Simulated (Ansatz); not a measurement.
Here is an unrelaxed guess for LuZr6.

```cif
data_structure
_symmetry_space_group_name_H-M 'Pm-3m'
_symmetry_Int_Tables_number 221
_cell_length_a 5.3446
_cell_length_b 5.3446
_cell_length_c 5.3446
_cell_angle_alpha 90.000
_cell_angle_beta 90.000
_cell_angle_gamma 90.000
_cell_volume 152.66
loop_
_atom_site_label
_atom_site_type_symbol
_atom_site_symmetry_multiplicity
_atom_site_Wyckoff_symbol
_atom_site_fract_x
_atom_site_fract_y
_atom_site_fract_z
_atom_site_occupancy
Lu1 Lu 1 a 0.00000 0.00000 0.00000 1
Zr1 Zr 6 f 0.20496 0.50000 0.50000 1
```

Level of theory: Ansatz, DFT PBE, scalar-relativistic, plane waves, PAW. Plane waves to 420 eV, a k mesh through Γ of 4×4×4 on the computed 7-atom cell and Gaussian smearing (0.10 eV); no spin polarisation.

Energies over the elements count from the elements' standard structures at the same level, with no fitted energy shifts.

Q: What does a single point on this coarse mesh give?

A: The pressure is 74.0 GPa (it wants to expand), the largest force is 12.98 eV/Å, and the energy is +4.87 eV/atom against the elements. The shortest distance is 2.19 Å.

Q: How much does it gain on relaxing, and where does it end?

A: Relaxing gains about 2.8 eV/atom (the start's value is from the coarse mesh, so the gain is rough) in 14 ionic steps and ends at +2.08 eV/atom on the finer mesh. The symmetry stays Pm-3m (No. 221). The volume per atom grows by 92.4 %, from 21.8 to 42.0 Å³. The shortest distance goes from 2.19 Å (Zr–Zr) to 2.61 Å (Zr–Zr). Conventional cell: a = 6.647 Å. Around Lu lie 24 Zr at 4.88 Å; Zr is surrounded by 1 Zr at 2.61 Å, 4 Zr at 2.85 Å, 1 Zr at 4.04 Å and 4 Lu at 4.88 Å.

The last run used a 6×6×6 mesh for its 7-atom cell and Gaussian smearing of 0.10 eV. The cell is a metal run without spin, though a test with spin on the coarse mesh kept 0.3 μB a cell, so a magnetic state probably lies lower. The relaxation can't lower the symmetry of the start. A structure relaxed within its symmetry needn't be a true minimum.
